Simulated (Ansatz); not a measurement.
Ansatz (a first-principles code) input:

Ansatz 0.2 input:
```yaml
crystal:
  lattice:
    - [0.0, 1.8899884666, 1.8899884666]
    - [1.8899884666, 0.0, 1.8899884666]
    - [1.8899884666, 1.8899884666, 0.0]
  atoms:
    - { symbol: Rh, position: [0.0, 0.0, 0.0] }
kpoints:
  mp_grid: { grid: [39, 39, 39] }
hamiltonian:
  xc: pbesol
  pseudopotentials: { kind: paw }
scf:
  occupations: { method: fermi_dirac, width: 0.1 }
elastic: { mode: relaxed_ion, stencil: two_point, amplitude: 0.005, f_tol: 0.0005 }
```

Output (shortened):

```
Pseudopotential: Rh, paw, valence charge 17
Functional definition: PBEsol
Crystal: 1 atoms, lattice volume = 13.502 Å³
Basis set: ecut = 420 eV, 259 PW (Γ), exchange–correlation on 36×36×36 points (8 copies of the dense FFT grid, shifted against one another)
Bands: 13, of which v1, the nominal top of the filled ones, is band 9 counted from 1 (8 counted from 0)
Symmetry: 48 space group operations
Space group: Fm-3m (ITA 225), of the structure as read, at distance tolerance 2.4e-5 Å
k-points: 1540 of 59319
SCF iter   1: F=—  HF=-6338.769866 eV  |F-HF|=—  |Δ(HF+E_count)|=         —  Δρ=9.51e-3  dr2=9.68e-3  ethr=1.77e-3  ⟨swp⟩=4.9  Hψ=110427  notcnv=0
preconditioner: auto → none
SCF iter   2: F=—  HF=-6338.767171 eV  |F-HF|=—  |Δ(HF+E_count)|=   2.70e-3  Δρ=3.68e-3  dr2=1.02e-3  ethr=5.70e-5  ⟨swp⟩=2.7  Hψ=43752  notcnv=0
SCF iter   3: F=—  HF=-6338.766879 eV  |F-HF|=—  |Δ(HF+E_count)|=   2.92e-4  Δρ=1.44e-3  dr2=5.01e-5  ethr=6.00e-6  ⟨swp⟩=2.4  Hψ=29744  notcnv=0
SCF iter   4: F=—  HF=-6338.766873 eV  |F-HF|=—  |Δ(HF+E_count)|=   6.73e-6  Δρ=9.23e-5  dr2=3.92e-7  ethr=2.95e-7  ⟨swp⟩=2.0  Hψ=33275  notcnv=0
SCF iter   5: F=—  HF=-6338.766873 eV  |F-HF|=—  |Δ(HF+E_count)|=   7.88e-7  Δρ=2.22e-5  dr2=1.37e-8  ethr=2.30e-9  ⟨swp⟩=2.0  Hψ=32642  notcnv=0
SCF iter   6: F=—  HF=-6338.766873 eV  |F-HF|=—  |Δ(HF+E_count)|=  6.46e-11  Δρ=4.82e-6  dr2=6.38e-10  ethr=8.06e-11  ⟨swp⟩=1.5  Hψ=25810  notcnv=0
SCF iter   7: F=—  HF=-6338.766873 eV  |F-HF|=—  |Δ(HF+E_count)|=  1.35e-10  Δρ=2.46e-7  dr2=5.13e-12  ethr=3.75e-12  ⟨swp⟩=2.0  Hψ=21723  notcnv=0
SCF iter   8: F=-6338.766873 eV  HF=-6338.766873 eV  |F-HF|=9.09e-13  |Δ(HF+E_count)|=  1.82e-12  Δρ=2.81e-8  dr2=7.54e-14  ethr=1.00e-12  ⟨swp⟩=3.2  Hψ=81309  notcnv=0
SCF 1 converged in 8 iterations: F = -6338.766873 eV  dr2 = 7.54e-14
Crystal: 1 atoms, lattice volume = 13.435 Å³
Symmetry: 16 space group operations
k-points: 4200 of 59319
iter 1 solved again at ethr=3.72e-7 eV; its pass at ethr=3.10e-3 eV (dr2=6.32e-5 eV) is discarded
SCF iter   1: F=—  HF=-6338.766222 eV  |F-HF|=—  |Δ(HF+E_count)|=         —  Δρ=6.28e-4  dr2=3.26e-5  ethr=3.72e-7  ⟨swp⟩=2.2  Hψ=367658  notcnv=0
preconditioner: auto → none
SCF iter   2: F=—  HF=-6338.766217 eV  |F-HF|=—  |Δ(HF+E_count)|=   4.78e-6  Δρ=3.03e-4  dr2=4.01e-6  ethr=1.92e-7  ⟨swp⟩=2.1  Hψ=75971  notcnv=0
SCF iter   3: F=—  HF=-6338.766216 eV  |F-HF|=—  |Δ(HF+E_count)|=   9.58e-7  Δρ=1.41e-4  dr2=5.97e-7  ethr=2.36e-8  ⟨swp⟩=2.4  Hψ=86488  notcnv=0
SCF iter   4: F=—  HF=-6338.766216 eV  |F-HF|=—  |Δ(HF+E_count)|=   1.72e-8  Δρ=2.60e-5  dr2=2.08e-8  ethr=3.51e-9  ⟨swp⟩=1.0  Hψ=54600  notcnv=0
SCF iter   5: F=—  HF=-6338.766216 eV  |F-HF|=—  |Δ(HF+E_count)|=   8.20e-9  Δρ=3.55e-6  dr2=3.29e-10  ethr=1.22e-10  ⟨swp⟩=2.0  Hψ=87799  notcnv=0
SCF iter   6: F=—  HF=-6338.766216 eV  |F-HF|=—  |Δ(HF+E_count)|=  2.58e-10  Δρ=1.97e-7  dr2=1.10e-12  ethr=1.93e-12  ⟨swp⟩=1.9  Hψ=86571  notcnv=0
SCF iter   7: F=—  HF=-6338.766216 eV  |F-HF|=—  |Δ(HF+E_count)|=  1.82e-12  Δρ=6.16e-8  dr2=1.44e-13  ethr=1.00e-12  ⟨swp⟩=4.2  Hψ=172774  notcnv=0
SCF iter   8: F=-6338.766216 eV  HF=-6338.766216 eV  |F-HF|=0.00e0  |Δ(HF+E_count)|=  1.82e-12  Δρ=1.82e-9  dr2=5.68e-17  ethr=1.00e-12  ⟨swp⟩=3.5  Hψ=147490  notcnv=0
SCF 2 converged in 8 iterations: F = -6338.766216 eV  dr2 = 5.68e-17
Crystal: 1 atoms, lattice volume = 13.570 Å³
Basis set: ecut = 420 eV, 267 PW (Γ), exchange–correlation on 36×36×36 points (8 copies of the dense FFT grid, shifted against one another)
iter 1 solved again at ethr=7.26e-10 eV; its pass at ethr=3.10e-3 eV (dr2=1.23e-7 eV) is discarded
SCF iter   1: F=—  HF=-6338.766541 eV  |F-HF|=—  |Δ(HF+E_count)|=         —  Δρ=1.85e-4  dr2=1.22e-7  ethr=7.26e-10  ⟨swp⟩=2.3  Hψ=358416  notcnv=0
preconditioner: auto → none
SCF iter   2: F=—  HF=-6338.766544 eV  |F-HF|=—  |Δ(HF+E_count)|=   2.79e-6  Δρ=9.22e-5  dr2=2.73e-8  ethr=7.20e-10  ⟨swp⟩=1.4  Hψ=62333  notcnv=0
SCF iter   3: F=—  HF=-6338.766545 eV  |F-HF|=—  |Δ(HF+E_count)|=   3.75e-7  Δρ=2.34e-5  dr2=9.12e-9  ethr=1.60e-10  ⟨swp⟩=2.4  Hψ=80873  notcnv=0
SCF iter   4: F=—  HF=-6338.766545 eV  |F-HF|=—  |Δ(HF+E_count)|=   2.02e-8  Δρ=4.39e-7  dr2=6.71e-12  ethr=5.37e-11  ⟨swp⟩=2.6  Hψ=81503  notcnv=0
SCF iter   5: F=—  HF=-6338.766545 eV  |F-HF|=—  |Δ(HF+E_count)|=  2.73e-12  Δρ=6.09e-8  dr2=1.14e-13  ethr=3.95e-14 (applied; sched 1.00e-12)  ⟨swp⟩=2.2  Hψ=93909  notcnv=0
SCF iter   6: F=-6338.766545 eV  HF=-6338.766545 eV  |F-HF|=1.82e-12  |Δ(HF+E_count)|=  9.09e-13  Δρ=3.47e-9  dr2=8.05e-16  ethr=1.00e-12  ⟨swp⟩=3.7  Hψ=149706  notcnv=0
SCF 3 converged in 6 iterations: F = -6338.766545 eV  dr2 = 8.05e-16
Crystal: 1 atoms, lattice volume = 13.502 Å³
Basis set: ecut = 420 eV, 263 PW (Γ), exchange–correlation on 36×36×36 points (8 copies of the dense FFT grid, shifted against one another)
Symmetry: 8 space group operations
k-points: 8000 of 59319
iter 1 solved again at ethr=2.20e-7 eV; its pass at ethr=3.10e-3 eV (dr2=3.74e-5 eV) is discarded
SCF iter   1: F=—  HF=-6338.766652 eV  |F-HF|=—  |Δ(HF+E_count)|=         —  Δρ=6.61e-4  dr2=1.04e-5  ethr=2.20e-7  ⟨swp⟩=2.1  Hψ=679298  notcnv=0
preconditioner: auto → none
SCF iter   2: F=—  HF=-6338.766653 eV  |F-HF|=—  |Δ(HF+E_count)|=   9.95e-7  Δρ=2.32e-4  dr2=1.11e-6  ethr=6.13e-8  ⟨swp⟩=1.0  Hψ=104051  notcnv=0
SCF iter   3: F=—  HF=-6338.766652 eV  |F-HF|=—  |Δ(HF+E_count)|=   7.91e-7  Δρ=5.69e-5  dr2=6.54e-8  ethr=6.50e-9  ⟨swp⟩=1.1  Hψ=104766  notcnv=0
SCF iter   4: F=—  HF=-6338.766652 eV  |F-HF|=—  |Δ(HF+E_count)|=   1.57e-8  Δρ=5.69e-6  dr2=2.04e-9  ethr=3.85e-10  ⟨swp⟩=2.6  Hψ=174417  notcnv=0
SCF iter   5: F=—  HF=-6338.766652 eV  |F-HF|=—  |Δ(HF+E_count)|=  4.99e-10  Δρ=2.30e-6  dr2=1.21e-10  ethr=1.20e-11  ⟨swp⟩=2.4  Hψ=151002  notcnv=0
SCF iter   6: F=—  HF=-6338.766652 eV  |F-HF|=—  |Δ(HF+E_count)|=  3.00e-11  Δρ=5.19e-7  dr2=1.36e-11  ethr=7.14e-13 (applied; sched 1.00e-12)  ⟨swp⟩=2.0  Hψ=161321  notcnv=0
SCF iter   7: F=—  HF=-6338.766652 eV  |F-HF|=—  |Δ(HF+E_count)|=  6.37e-12  Δρ=8.22e-8  dr2=2.23e-13  ethr=7.97e-14 (applied; sched 1.00e-12)  ⟨swp⟩=2.0  Hψ=157041  notcnv=0
SCF iter   8: F=-6338.766652 eV  HF=-6338.766652 eV  |F-HF|=0.00e0  |Δ(HF+E_count)|=  3.64e-12  Δρ=5.19e-9  dr2=5.40e-16  ethr=1.00e-12  ⟨swp⟩=4.0  Hψ=305453  notcnv=0
SCF 4 converged in 8 iterations: F = -6338.766652 eV  dr2 = 5.40e-16
Crystal: 1 atoms, lattice volume = 13.502 Å³
iter 1 solved again at ethr=3.21e-10 eV; its pass at ethr=3.10e-3 eV (dr2=5.45e-8 eV) is discarded
SCF iter   1: F=—  HF=-6338.766650 eV  |F-HF|=—  |Δ(HF+E_count)|=         —  Δρ=1.12e-4  dr2=5.38e-8  ethr=3.21e-10  ⟨swp⟩=2.4  Hψ=674966  notcnv=0
preconditioner: auto → none
SCF iter   2: F=—  HF=-6338.766652 eV  |F-HF|=—  |Δ(HF+E_count)|=   2.00e-6  Δρ=5.58e-5  dr2=1.08e-8  ethr=3.17e-10  ⟨swp⟩=2.4  Hψ=147826  notcnv=0
SCF iter   3: F=—  HF=-6338.766652 eV  |F-HF|=—  |Δ(HF+E_count)|=   1.42e-7  Δρ=2.22e-5  dr2=2.23e-9  ethr=6.34e-11  ⟨swp⟩=2.2  Hψ=154282  notcnv=0
SCF iter   4: F=—  HF=-6338.766652 eV  |F-HF|=—  |Δ(HF+E_count)|=   2.62e-8  Δρ=4.14e-7  dr2=1.17e-12  ethr=1.31e-11  ⟨swp⟩=1.8  Hψ=131282  notcnv=0
SCF iter   5: F=—  HF=-6338.766652 eV  |F-HF|=—  |Δ(HF+E_count)|=  7.28e-12  Δρ=8.02e-8  dr2=1.02e-13  ethr=1.00e-12  ⟨swp⟩=4.5  Hψ=353836  notcnv=0
SCF iter   6: F=-6338.766652 eV  HF=-6338.766652 eV  |F-HF|=1.82e-12  |Δ(HF+E_count)|=    0.00e0  Δρ=4.05e-9  dr2=3.49e-16  ethr=1.00e-12  ⟨swp⟩=3.0  Hψ=274668  notcnv=0
SCF 5 converged in 6 iterations: F = -6338.766652 eV  dr2 = 3.49e-16
SCF converged after 8 iterations
Free energy (F): -6338.766873 eV
Harris-Foulkes:  -6338.766873 eV  (|F-HF|=9.09e-13)
Internal energy: -6338.724399 eV  (E = F + TS)
E sigma→0 (E₀):  -6338.745636 eV
Entropy (-TS):   -0.042475 eV (-42.475 meV/atom)
Fermi energy:    22.761186 eV
--- Per-component energies (eV) ---
  E_band       = -79.778156
  E_kinetic    = 573.748697
  E_local      = -1541.214683  (includes V_loc(G=0)·N_el)
  E_nonlocal   = 356.297335
  E_hartree    = 540.639184
  E_xc         = -220.850693
  E_vxc        = -278.284578  (∫ρ·V_xc dr)
  E_paw        = -3523.810568  (= ΣΔE_a)
  E_vpaw       = -271.604111  (= ΣTr[D̂ρ^β])
  E_aug_tail   = 0.000802  (compensation charges beyond the density's cutoff)
  E_ewald      = -2523.810673
  E_core_change = 0.276200  (= ΣΔE_core)
  E_smearing   = -0.042475  (= −TS)
  E_closure    = 0.000000  (closes the sum)
  Σ components = -6338.766873   (vs F -6338.766873, Δ=0.00e0)
  [band-id]    e_kinetic+e_local+e_nonlocal+2·e_hartree+e_vxc+e_vpaw+e_augmentation_tail = -79.778169   (vs E_band -79.778156, Δ=-1.29e-5)
--- Forces (eV/Å), atoms counted from 1 ---
  atom   1  Rh     0.00000000     0.00000000     0.00000000
  max |Σ_I F_I| component: 0.0 eV/Å
--- Stress (GPa, compression-positive) ---
        0.377973       0.000000       0.000000
        0.000000       0.377973       0.000000
        0.000000       0.000000       0.377973
  P = ⅓ Tr σ = 0.3780 GPa (3.780 kbar)
--- Band table (eV; the first three rows and the last of 1540) ---
  k-point 0: bands = ["-56.1025", "-23.5658", "-23.5658", "-23.5658", "14.5784", "19.5816", "19.5816", "19.5816", "21.7546", "21.7546", "38.4791", "43.9014", "43.9014"]
  k-point 1: bands = ["-56.1017", "-23.5711", "-23.5665", "-23.5665", "14.6057", "19.5689", "19.5926", "19.5926", "21.7481", "21.7481", "38.5194", "43.7456", "43.9396"]
  k-point 2: bands = ["-56.0994", "-23.5867", "-23.5686", "-23.5686", "14.6868", "19.5322", "19.6249", "19.6249", "21.7297", "21.7297", "38.6380", "43.3320", "44.0584"]
  k-point 1539: bands = ["-55.9391", "-24.0911", "-24.0745", "-23.8609", "17.5797", "18.7222", "18.9440", "21.5277", "23.7876", "32.3067", "32.5043", "34.1648", "35.6136"]
--- Elastic constants: 2 strain directions × 2 members + reference (group order 48) ---
  dense FFT box of the reference and of every strained cell: 18×18×18
  strains applied: 11, 23; error gains: componentwise 1.00 (the most a stress slope's error grows in a printed constant), spectral 1.73 (1 for all six strains …
  C = ∂σ_k/∂η_j (tension-positive GPa; Voigt order 11 22 33 23 13 12):
       467.953    208.754    208.754      0.000      0.000      0.000
       208.754    467.953    208.754      0.000      0.000      0.000
       208.754    208.754    467.953      0.000      0.000      0.000
         0.000      0.000      0.000    209.846      0.000      0.000
         0.000      0.000      0.000      0.000    209.846      0.000
         0.000      0.000      0.000      0.000      0.000    209.846
  reference stress σ⁰ (GPa):     -0.378     -0.378     -0.378      0.000      0.000      0.000
  C* (energy form; C + prestress term) asymmetry max|C*_kj − C*_jk| = 1.705e-13 GPa — a small one proves nothing (zero by symmetry where the batch's group is …
  moduli (Voigt/Reuss/Hill, GPa): K = 295.15/295.15/295.15   G = 177.75/168.19/172.97   E = 434.11   ν = 0.255
  mechanically stable: yes (min eigenvalue of sym C = 209.85 GPa)
  where every solve meets its electron count the energy-path curvature estimates C_jj along a normal strain and C_jj − ¼(σ⁰_aa + σ⁰_bb) along a shear (ab), of …
  strain η (Voigt 11):  stress-route row diagonal C_11 = 467.95 GPa, energy-path curvature d²(F+E_count+ΔE)/dδ²/Ω₀ = 467.97 GPa
         δ    σ_11 (GPa)             F (eV)   n_scf  n_hpsi   n_pw
    -5.000e-3      -2.7556       -6338.7662159       8  1136357    277   relax 0 steps, max|allowed force component| 0.00e0 eV/Å
     5.000e-3       1.9239       -6338.7665446       6  883828    280   relax 0 steps, max|allowed force component| 0.00e0 eV/Å
  strain η (Voigt 23):  stress-route row diagonal C_44 = 209.85 GPa, energy-path curvature d²(F+E_count+ΔE)/dδ²/Ω₀ = 210.06 GPa
         δ    σ_23 (GPa)             F (eV)   n_scf  n_hpsi   n_pw
    -5.000e-3      -1.0492       -6338.7666518       8  1945949    279   relax 0 steps, max|allowed force component| 0.00e0 eV/Å
     5.000e-3       1.0492       -6338.7666518       6  1845464    279   relax 0 steps, max|allowed force component| 0.00e0 eV/Å
```

Cost: roughly 7 core-minutes on shared cores.

The cell was relaxed with PBEsol under the symmetry of its start. No spin polarisation was allowed. As this level gives no gap, shear constants depend on the k-mesh and smearing (Fermi–Dirac, 0.1 eV here). On the denser mesh and wider smearing of the elastic run this cell carries a stress of 0.4 GPa. Scalar-relativistic: spin–orbit coupling is off unless named, which matters more the heavier the elements.

Potentials: the later of the program's two PAW sets.

Ansatz is a plane-wave DFT program.
